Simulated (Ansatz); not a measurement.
MoW (CsCl type, space group No. 221) under volume change, r²SCAN in the plane-wave PAW code Ansatz, scaled uniformly.

| V (Å³/atom) | E − E(relaxed) (meV/atom) | P (GPa) |
|---|---|---|
| 14.360 | ? | ? |
| 14.833 | 57.9 | 20.61 |
| 15.306 | 13.8 | 9.55 |
| 15.780 | 0.0 | 0.00 |
| 16.253 | 12.5 | -8.26 |
| 16.726 | ? | ? |
| 17.200 | 102.3 | -21.45 |

Q: What belongs in the gaps?

A: 
- 14.360, E − E(relaxed) (meV/atom): 137.4
- 14.360, P (GPa): 33.49
- 16.726, E − E(relaxed) (meV/atom): 47.7
- 16.726, P (GPa): -15.36

Q: What does a third-order Birch–Murnaghan fit give for V₀, B₀ and B′?

A: V₀ = 15.78 Å³/atom, B₀ = 295 GPa, B′ = 3.9.

Space group Pm-3m (CsCl type). The start of the workflow was typed in or built on a structure type; neither database checked (COD, Materials Project) lists it. Its standing as an ambient phase is unchecked. The cell was relaxed with r²SCAN under the symmetry of its start; whether a distortion lowers the energy is not shown. No spin polarisation was allowed. Spin–orbit coupling is left out wherever it is not named.

Potentials: the later of the program's two PAW sets.
